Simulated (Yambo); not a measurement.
Yambo input for BeTe (zinc blende, space group F-43m, No. 216) under isotropic strain of -3 % on all lattice vectors (a = 3.8456 Å, b = 3.8456 Å, c = 3.8456 Å, α = 60.00°, β = 60.00°, γ = 60.00°), on PBE (stringent potentials; pw.x of Quantum ESPRESSO, ONCV potentials, without SOC) wavefunctions on a 12×12×12 mesh:

```
optics
chi
dipoles
kernel
FFTGvecs= 40 Ry
Chimod= "HARTREE"
NGsBlkXd= 4 Ry
% QpntsRXd
 1 | 1 |
%
% BndsRnXd
 6 | 37 |
%
GrFnTpXd= "R"
% EnRngeXd
 0.0 | 20.0 | eV
%
% DmRngeXd
 0.2 | 0.2 | eV
%
CGrdSpXd= 50
ETStpsXd= 161
% LongDrXd
 1.0 | 0.0 | 0.0 |
%
```

First lines of the file o-*.eps_q1_inv_rpa_dyson:

```
Absorption @ Q(1):   1.00000000     0.00000000     0.00000000    [q->0 direction]
#
# [ X ] Hartree size     :   51
# [GEN] GF Energies     : Perdew, Burke & Ernzerhof(X)+Perdew, Burke & Ernzerhof(C)
# [GEN] Green`s Function     : Retarded
#
# [GEN] Gauge     : Length
# [GEN] [r,Vnl] included     : yes
#
#    E[1] [eV]     Im(eps)     Re(eps)     Im(eps_o)     Re(eps_o)
#
     0.000000     -0.17191E-14     7.192406     0.55914E-18     8.218321
     0.125000     0.009843     7.195461     0.012174     8.222099
     0.250000     0.019756     7.204649     0.024438     8.233460
     0.375000     0.029813     7.220033     0.036887     8.252488
     0.500000     0.040088     7.241726     0.049615     8.279326
     0.625000     0.050660     7.269885     0.062726     8.314176
     0.750000     0.061617     7.304720     0.076332     8.357307
     0.875000     0.073053     7.346493     0.090554     8.409058
     1.000000     0.085073     7.395530     0.105529     8.469847
     1.125000     0.097799     7.452224     0.121414     8.540182
     1.250000     0.111368     7.517048     0.138388     8.620671
     1.375000     0.125941     7.590564     0.156662     8.712041
     1.500000     0.141710     7.673438     0.176486     8.815155
     1.625000     0.158904     7.766465     0.198158     8.931042
     1.750000     0.177800     7.870588     0.222045     9.060927
     1.875000     0.198742     7.986934     0.248598     9.206277
     2.000000     0.222160     8.116857     0.278385     9.368854
     2.125000     0.248602     8.261991     0.312132     9.550797
     2.250000     0.278783     8.424335     0.350783     9.754720
     2.375000     0.313649     8.606348     0.395597     9.983852
     2.500000     0.354495     8.811109     0.448299     10.24224
     2.625000     0.403149     9.042519     0.511321     10.53504
     2.750000     0.462287     9.305617     0.588236     10.86889
     2.875000     0.536031     9.607032     0.684552     11.25260
     3.000000     0.631142     9.955618     0.809300     11.69791
     3.125000     0.759602     10.36314     0.978495     12.22048
     3.250000     0.944581     10.84363     1.223087     12.83906
     3.375000     1.231686     11.40314     1.604003     13.56194
     3.500000     1.675782     12.00350     2.195345     14.33914
     3.625000     2.298663     12.61649     3.030242     15.13144
     3.750000     3.219845     13.09634     4.265710     15.73663
     3.875000     4.142705     13.17019     5.492438     15.79041
     4.000000     4.775938     13.27578     6.319496     15.90821
```
(The file goes on to the top of the energy range.) Convergence of the RPA response with its 12×12×12 mesh was not tested.

Geometry strained from the cell relaxed with PBEsol, atoms relaxed again.
